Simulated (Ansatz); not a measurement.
Starting structure of a cell relaxation (symmetry kept):

```
Ti O
1.0
    -2.97316    3.28737    3.28740
     2.97316   -3.28737    3.28740
     2.97316    3.28737   -3.28740
Ti O
4 8
Direct
  0.50475 0.75475 0.75000
  0.49524 0.24524 0.25000
  0.00000 0.00000 0.50000
  0.00000 0.50000 0.00000
  0.30492 0.30477 0.49985
  0.19548 0.25038 0.94510
  0.30492 0.80507 0.00015
  0.80528 0.25038 0.55490
  0.19472 0.74962 0.44510
  0.80452 0.74962 0.05490
  0.69508 0.19493 0.99985
  0.69508 0.69523 0.50015
```

These are results of DFT r2SCAN, scalar-relativistic, plane waves, PAW (Ansatz 0.2.0), not measurements.

Cutoff 500 eV; k points 6×6×6 on the computed 12-atom cell (Γ-centred); Gaussian smearing, width 0.02 eV; no spin polarisation.

Problem. What does it relax to?

Solution. The volume falls by 0.31 Å³/atom to 10.40 Å³/atom, and the energy falls by 6.5 meV/atom. Final structure:
Space group P4_2/mnm (No. 136). a = 4.597 Å, b = 4.597 Å, c = 2.954 Å, α = 90.00°, β = 90.00°, γ = 90.00°
| atom | site | symmetry | x | y | z |
| --- | --- | --- | --- | --- | --- |
| Ti | 2b | m.mm | 0.5000 | 0.5000 | 0.0000 |
| O | 4g | m.2m | 0.6954 | 0.6954 | 0.5000 |

Course of the relaxation (steps run on the plane waves of an earlier cell, and the basis is chosen afresh near the end, so energy and pressure can step there; trial steps that raised the energy were taken back; energies are free energies):

| step | E − E_final (meV/atom) | largest force component (eV/Å) | P (GPa) | V (Å³/atom) |
| --- | --- | --- | --- | --- |
| 1 | 6.5 | 0.114 | -6.58 | 10.71 |
| 2 | 0.4 | 0.040 | -1.63 | 10.48 |
| 3 | -0.1 | 0.046 | 0.14 | 10.40 |
| 4 | -0.2 | 0.006 | 0.01 | 10.40 |
| 5 | -0.2 | 0.003 | 0.01 | 10.40 |
| 6 | 0.0 | 0.003 | 0.02 | 10.40 |
| 7 | 0.0 | 0.000 | 0.00 | 10.40 |
| 8 | 0.0 | 0.000 | 0.00 | 10.40 |

Cost: 1 run of about 6.3 core-minutes, on Arm Neoverse V1 (shared hosts).